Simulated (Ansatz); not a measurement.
# HfBiH2: computed properties

Method: DFT PBE, scalar-relativistic, plane waves, PAW (Ansatz 0.2.0).

Cutoff 420 eV; k points 12×12×4 on the computed 8-atom cell (Γ-centred); Gaussian smearing, width 0.10 eV; no spin polarisation.

The structure is relaxed at this level of theory with its symmetry kept, and needn't be the ground state of this composition.

```
Hf Bi H
1.0
     3.46663    0.00000    0.00000
    -1.73331    3.00219    0.00000
     0.00000    0.00000   10.77716
Hf Bi H
2 2 4
Cartesian
  0.0000 0.0000 5.3886
  0.0000 0.0000 0.0000
  1.7333 1.0007 2.6943
  0.0000 2.0015 8.0829
  0.0000 2.0015 5.0055
  1.7333 1.0007 10.3941
  1.7333 1.0007 5.7717
  0.0000 2.0015 0.3831
```

* Space group: P6_3/mmc (No. 194)
* Volume per atom: 14.02 Å³
* Formation energy from the elements' standard states (uncorrected): -0.167 eV/atom
* Kohn–Sham band gap: none (metal)
* Density of states at the Fermi level: 4.1 states/eV per cell
* Orbital (Löwdin) character within 0.5 eV of the Fermi level: Hf 5d 62 %, Bi 6p 26 %
* Bader charge by site (e): Hf (2 in the cell) 1.62, Bi (2 in the cell) -0.36, H (4 in the cell) -0.63

Spin-orbit coupling is left out, which matters for the bands of heavy elements.

The cell was found from a structure generator's guess, not taken from experiment. Löwdin shares on free-atom orbitals overweight diffuse shells.
